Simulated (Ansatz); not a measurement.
Relaxed-ion elastic tensor of Ti3Al in space group P-6m2 (No. 187; Ti on 1e, Ti on 2h, Al on 1f) in GPa (Voigt order), DFT-PBEsol in the program Ansatz with PAW potentials; density 4.27 g/cm³, 16.59 Å³ per atom.

```
 163   102  68.4   0.0   0.0   0.0
 102   163  68.4   0.0   0.0   0.0
68.4  68.4   238   0.0   0.0   0.0
 0.0   0.0   0.0  57.4   0.0   0.0
 0.0   0.0   0.0   0.0  57.4   0.0
 0.0   0.0   0.0   0.0   0.0  30.4
```

Problem. Is the crystal mechanically stable?

Solution. Yes: the smallest eigenvalue of C is 30.4 GPa.

Problem. Work out the Voigt, Reuss and Hill averages.

Solution. K_V = 116, K_R = 115, K_H = 115; G_V = 50.6, G_R = 44.0, G_H = 47.3 GPa.

Problem. Give Young's modulus, Poisson's ratio, Pugh's ratio and the universal anisotropy index.

Solution. E = 9KG/(3K + G) = 125 GPa; ν = 0.32; K/G = 2.44 (ductile by the Pugh limit of 1.75); A_U = 5G_V/G_R + K_V/K_R − 6 = 0.77.

Problem. Estimate the sound speeds and the Debye temperature.

Solution. v_l = √((K + 4G/3)/ρ) = 6460 m/s, v_t = √(G/ρ) = 3330 m/s, mean 3730 m/s; Θ = (h/k)(3n/4πV)^(1/3) v_m = 435 K.

Problem. How much does each axis shrink under pressure?

Solution. Linear compressibilities β_i = Σ_j S_ij (j = 1 to 3): x 3.2, y 3.2, z 2.4 per TPa.

The workflow started from a Materials Project entry (that database holds measured and hypothetical structures alike); the Crystallography Open Database copy checked does not list it. With Ti and Al taken as one species the cell has the higher symmetry P6_3/mmc, so it may be an ordered model of a mixed-site phase. It is not the phase usual at ambient conditions (space group No. 194). The PBEsol relaxation kept the symmetry of its start; whether a distortion lowers the energy is not shown. The run is not spin-polarised. As this level gives no gap, shear constants depend on the k-mesh and smearing (Fermi–Dirac, 0.1 eV here). On the denser mesh and wider smearing of the elastic run this cell carries a stress of 0.4 GPa.

Potentials: the later of the program's two PAW sets.
